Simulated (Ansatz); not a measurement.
AlCl3:
```yaml
crystal:
  lattice:
    - [2.92265, 5.05828, 0.00000]
    - [-2.92265, 5.05828, 0.00000]
    - [-1.89039, 0.00000, 5.68285]
  atoms:
    - { symbol: Al, position: [0.16656, 0.16656, 0.00000] }
    - { symbol: Al, position: [0.83344, 0.83344, 0.00000] }
    - { symbol: Cl, position: [0.78093, 0.21907, 0.76678] }
    - { symbol: Cl, position: [0.21907, 0.78093, 0.23322] }
    - { symbol: Cl, position: [0.92944, 0.42522, 0.23124] }
    - { symbol: Cl, position: [0.07056, 0.57478, 0.76876] }
    - { symbol: Cl, position: [0.42522, 0.92944, 0.76876] }
    - { symbol: Cl, position: [0.57478, 0.07056, 0.23124] }
```

Relaxed with LDA.

Problem. Give the optical modes at the zone centre with their infrared and Raman activity from DFPT, plane-wave PAW LDA (Ansatz code).

Solution. Transverse frequencies, without the LO–TO term; a row sums one degenerate level.

| ω (cm⁻¹) | degeneracy | IR ((D/Å)²/amu) | Raman (Å⁴/amu) | activity | symmetry |
|---|---|---|---|---|---|
| 114 | 1 | 0.00 | 0.42 | Raman | Bg |
| 116 | 1 | 0.00 | 0.52 | Raman | Ag |
| 134 | 1 | 0.02 | 0 | IR | Bu |
| 166 | 1 | 0.00 | 7.6 | Raman | Ag |
| 168 | 1 | 0.00 | 0 | silent | Bg |
| 172 | 1 | 1.82 | 0 | IR | Bu |
| 174 | 1 | 1.92 | 0 | IR | Au |
| 203 | 1 | 0.00 | 2.3 | Raman | Bg |
| 207 | 1 | 0.00 | 2.3 | Raman | Ag |
| 245 | 1 | 0.00 | 1.5 | Raman | Ag |
| 246 | 1 | 0.00 | 1.2 | Raman | Bg |
| 246 | 1 | 0.55 | 0 | IR | Au |
| 246 | 1 | 0.55 | 0 | IR | Bu |
| 302 | 1 | 0.08 | 0 | IR | Au |
| 303 | 1 | 0.00 | 120 | Raman | Ag |
| 326 | 1 | 0.00 | 0 | silent | Bg |
| 333 | 1 | 20.13 | 0 | IR | Bu |
| 334 | 1 | 20.00 | 0 | IR | Au |
| 398 | 1 | 0.00 | 1.0 | Raman | Ag |
| 399 | 1 | 0.00 | 0.94 | Raman | Bg |
| 453 | 1 | 10.31 | 0 | IR | Bu |

Problem. How high does the top mode go among those that the LO–TO term moves?

Solution. 436 cm⁻¹ for q along x, 437 cm⁻¹ for q along y, 498 cm⁻¹ for q along z.

Space group C2/m. The workflow started from a Materials Project entry (that database holds measured and hypothetical structures alike); the Crystallography Open Database files this formula in space group No. 12, but the cells were not matched. Whether it is the stable phase at ambient conditions was not checked. Symmetry was held in the LDA relaxation; phonons on a q-mesh show no instability. A crystal of weakly bound layers computed without a dispersion correction: the cell and the soft elastic constants depend strongly on that.

Potentials: the earlier of the program's two PAW sets.
